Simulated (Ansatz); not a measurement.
In DFT-r²SCAN in the program Ansatz with PAW potentials, Si in the trigonal phase (R-3m; Si on 6c, Si on 6c, Si on 6c) relaxes to a = 3.838 Å, c = 28.446 Å. Si on 6c has 4 nearest neighbours from 2.35 Å (tetrahedral); Si on 6c has 4 nearest neighbours from 2.35 Å (tetrahedral); Si on 6c has 4 nearest neighbours from 2.35 Å (tetrahedral).

It is gapped at this level: 0.69 eV (indirect). The valence maximum lies at Γ and the conduction minimum at F (3 equivalent valleys). HSE06 on the same cell gives 1.07 eV.

The bulk modulus is 96.6 GPa. The relaxed-ion elastic constants in GPa are C11 = 197, C12 = 53.6, C13 = 37.9, C14 = 4.2, C33 = 219, C44 = 55.8. The elastic constants imply a Debye temperature near 655 K.

The start of the workflow was typed in or built on a structure type; neither database checked (COD, Materials Project) lists it. It is not the phase usual at ambient conditions (space group No. 227). The cell was relaxed with r²SCAN under the symmetry of its start; whether a distortion lowers the energy is not shown.

Potentials: the later of the program's two PAW sets.
